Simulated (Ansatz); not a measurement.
LiGeN (P6_3mc) from a database of computed structures, relaxed with r2SCAN, was run in Ansatz under altered settings. All numbers are computed, without spin polarisation but where a row says otherwise.

```yaml
crystal:
  lattice:
    - [2.98707, 0.00000, 0.00000]
    - [-1.49353, 2.58688, 0.00000]
    - [0.00000, 0.00000, 9.35306]
  atoms:
    - { symbol: Li, position: [0.66667, 0.33333, 0.74318] }
    - { symbol: Li, position: [0.33333, 0.66667, 0.24318] }
    - { symbol: Ge, position: [0.00000, 0.00000, 0.49883] }
    - { symbol: Ge, position: [0.00000, 0.00000, 0.99883] }
    - { symbol: N, position: [0.33333, 0.66667, 0.60263] }
    - { symbol: N, position: [0.66667, 0.33333, 0.10263] }
```

The base run's other keys:
```yaml
kpoints:
  mp_grid: { grid: [6, 6, 2] }
hamiltonian:
  xc: hse06
scf:
  occupations: { method: fixed }
  n_extra_bands: 5
```

It takes 16 iterations with 1375 plane waves at 420 eV and 14 k points, and leaves a mean stress of -1.11 GPa. The gap over this mesh is 2.227 eV. It ran on 4 threads of Intel(R) Xeon(R) Processor @ 2.50GHz (Skylake/Cascade Lake) (shared host).

Outcomes, with energy and stress as changes against the base:
```tsv
setting	outcome	ΔF (meV/atom)	Δ mean stress (GPa)	gap on the mesh (eV)	iterations	wall time
PBE hybrid, exx coeff 0.2, unscreened	converged	–	+0.8	2.625	16	53 s
kpoints.mp_grid.grid: [5, 5, 5]	converged	+3.7	0.0	2.965	17	84 s
```
A dash marks a value that wasn't obtained or can't be compared. Stress is positive in compression. The base took 54 s. The base's mesh is coarse for a hybrid, so its own values aren't converged.

- PBE hybrid, exx coeff 0.2, unscreened. That is 20 % exact exchange, at all ranges, against HSE06's 25 % screened at 0.208 1/Å. The mean stress moves by +0.8 GPa and the gap on the mesh by +0.398 eV (to 2.625). Totals of different functionals aren't comparable.
- kpoints.mp_grid.grid: [5, 5, 5]. The free energy moves by +3.7 meV an atom, the mean stress by 0.0 GPa and the gap on the mesh by +0.738 eV (to 2.965). The gap changes mostly because other points are sampled; a mesh that misses a band edge overestimates it. The mesh is too coarse.

Spin-orbit coupling is left out.

The stress of a hybrid is loosely converged in these runs.

The meshes of the hybrids are coarse, so their gaps aren't converged to the digits shown.
